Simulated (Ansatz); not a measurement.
## What DFT gives for Ga2RuBr8

```
CELL_PARAMETERS angstrom
7.53979 0.68722 1.03795
-0.46513 7.71836 -1.15356
0.29834 0.06292 7.16610
ATOMIC_POSITIONS crystal
Br 0.59240 0.34390 0.88018
Br 0.38756 0.42523 0.52891
Br 0.68807 0.92526 0.62442
Br 0.39034 0.72536 0.89837
Br 0.18951 0.72476 0.34271
Br 0.87272 0.50469 0.15803
Ru 0.96030 0.26273 0.49974
Br 0.80980 0.06584 0.07912
Br 0.98744 0.69385 0.77889
Ga 0.21905 0.08905 0.79172
Ga 0.36442 0.08734 0.20616
```

The numbers come from plane-wave PAW DFT (Ansatz): PBE, no spin polarisation, 420 eV, 3×3×3 (shifted by 0, 0.5, 0.5 steps) k points, fermi-dirac occupations (width 0.1 eV). Nothing was relaxed.

Question: How is the charge shared?

Answer: Bader charges in e: Ga +0.64, Ru +0.58, Br -0.34 to -0.14. In the mean Ga gives up most and Br takes most.

Question: Is there a gap?

Answer: It is a metal on this mesh, though the bands barely overlap, with about 28 states/eV a cell as the mean within 0.25 eV of the Fermi level, mostly Br p (50 %) and Ru d (47 %).

Question: Where is the largest force?

Answer: The largest is on Br2: 1.12 eV/Å, components (-0.47, -1.01, -0.11). It makes 135° with the line to a nearest neighbour, Br4 at 3.29 Å, pointing away from it.

Question: What does the stress say?

Answer: The pressure is -3.6 GPa (compression positive), so with the atoms held at these fractions the cell would first shrink; the forces are large, so a full relaxation may end otherwise. The principal stresses -5.0, -3.5, -2.4 GPa differ, so its shape would change too.

Question: Is it stable against the elements?

Answer: 0.70 eV an atom against the elements' usual phases (free molecules for gases, crystals otherwise, with no correction for O₂ or N₂), so at this geometry it isn't bound against them. Relaxing would lower it.

Origin: a disordered cell, so it need not be a known compound. Caveats: many states at the Fermi level without spin polarisation, so a magnetic state may lie lower; the k mesh is coarse if the cell is a metal.
